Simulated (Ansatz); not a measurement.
# Energy against volume for B (space group R-3m)

B (space group R-3m)

```cif
data_B36
_chemical_formula_sum 'B36'
_space_group_name_H-M_alt 'R-3m :H'
_space_group_IT_number 166
_space_group_name_Hall '-R 3 2"'
_cell_length_a 4.87626
_cell_length_b 4.87626
_cell_length_c 12.49926
_cell_angle_alpha 90.000
_cell_angle_beta 90.000
_cell_angle_gamma 120.000
loop_
_atom_site_label
_atom_site_type_symbol
_atom_site_symmetry_multiplicity
_atom_site_Wyckoff_symbol
_atom_site_fract_x
_atom_site_fract_y
_atom_site_fract_z
_atom_site_occupancy
B1 B 18 h 0.23785 0.11892 0.10832 1
B2 B 18 h 0.19727 0.39453 0.02433 1
```
(The calculation used a cell of 12 atoms; values per cell refer to that cell.)

Equation-of-state scan: isotropic scaling of the cell above, V₀ being its volume. The atoms relax within the cell's symmetry.

Method: PBEsol (plane waves to 420 eV, PAW, scalar-relativistic; Ansatz, an electronic-structure program). k mesh 7×7×7 (Γ-centred), Fermi-Dirac smearing 0.05 eV. E stands for the smeared free energy. Compression counts positive. With the shape held, the modulus is that of even scaling; a crystal free to change shape is softer. B was relaxed with its symmetry unable to fall. ΔE is measured from the relaxed starting cell.

```tsv
V (Å³/atom)	ΔE (meV/atom)	P (GPa)
6.721	19.3	15.2
6.806	12.1	11.8
6.892	6.7	8.6
6.978	2.9	5.6
7.064	0.7	2.7
7.150	0.0	0.0
7.235	0.7	-2.6
7.321	2.7	-5.0
7.407	6.0	-7.2
7.493	10.4	-9.4
7.579	16.0	-11.4
```

Read from the data:

```
Quantity                                                                       Value
---------------------------------------------------------------------  -------------
Pressure at the smallest volume                                             15.2 GPa
Energy cost of the largest compression                                 19.3 meV/atom
Energy cost of the largest expansion                                   16.0 meV/atom
Bulk modulus at fixed cell shape B₀ (third-order Birch-Murnaghan fit)        218 GPa
Pressure derivative B₀′ (fit)                                                    3.8
Equilibrium volume of the fit                                           7.15 Å³/atom
Pressure for 5 % compression (fit)                                          12.3 GPa
```

(A scan under strain: stresses follow from slopes of the energy per volume, elastic moduli from its curvatures.)
